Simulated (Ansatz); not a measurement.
K2NaRhF6 (space group Fm-3m)

```xyz
10
Lattice="0.0000 4.1752 4.1752 4.1752 0.0000 4.1752 4.1752 4.1752 0.0000" Properties=species:S:1:pos:R:3 pbc="T T T"
K      6.2628     6.2628     6.2628
K      2.0876     2.0876     2.0876
Na     4.1752     4.1752     4.1752
Rh     0.0000     0.0000     0.0000
F      1.9718     4.1752     4.1752
F      6.3786     4.1752     4.1752
F      4.1752     1.9718     4.1752
F      4.1752     6.3786     4.1752
F      4.1752     4.1752     1.9718
F      4.1752     4.1752     6.3786
```

The slice is a {111} plane (indices of the conventional cell) through the point (0.236, 0.764, 0.236) (fractional), spanned by u = [100] and v = [-1 2 0] in vectors of this cell: u (5.90 Å) and v (10.23 Å, at 90° to u). It covers one period; positions are fractions (u, v).

The numbers are results of PBEsol (plane waves to 420 eV, PAW, scalar-relativistic; Ansatz, a program for electronic structure), not measurements. k mesh 7×7×7. These are valence fields of a PAW run, semicore shells included where kept as valence: close to a nucleus they are smooth pseudo fields. K2NaRhF6 is run without spin polarisation and with no Hubbard U. K2NaRhF6 was relaxed with its symmetry unable to fall.

### Question
Predict the map of the electrostatic potential energy of an electron, from the cell's mean on the slice.

### Answer
```tsv
v \ u	0.00	0.17	0.33	0.50	0.67	0.83
0.88	6.7	5.8	5.5	6.8	4.6	4.0
0.75	4.2	x	x	5.4	x	x
0.62	6.4	4.0	3.0	6.5	3.8	3.1
0.50	x	4.4	3.8	x	5.6	6.8
0.38	6.8	4.6	4.0	6.7	5.8	5.5
0.25	5.4	x	x	4.2	x	x
0.12	6.5	3.8	3.1	6.4	4.0	3.0
0.00	x	5.6	6.8	x	4.4	3.8
```

Values: electrostatic potential energy of an electron, from the cell's mean, in eV. Points within 0.8 Å of a nucleus are blanked (x), as the pseudised field means little there. Values under -2 eV are set to -2. The zero, the cell's mean, hangs on the PAW cores.
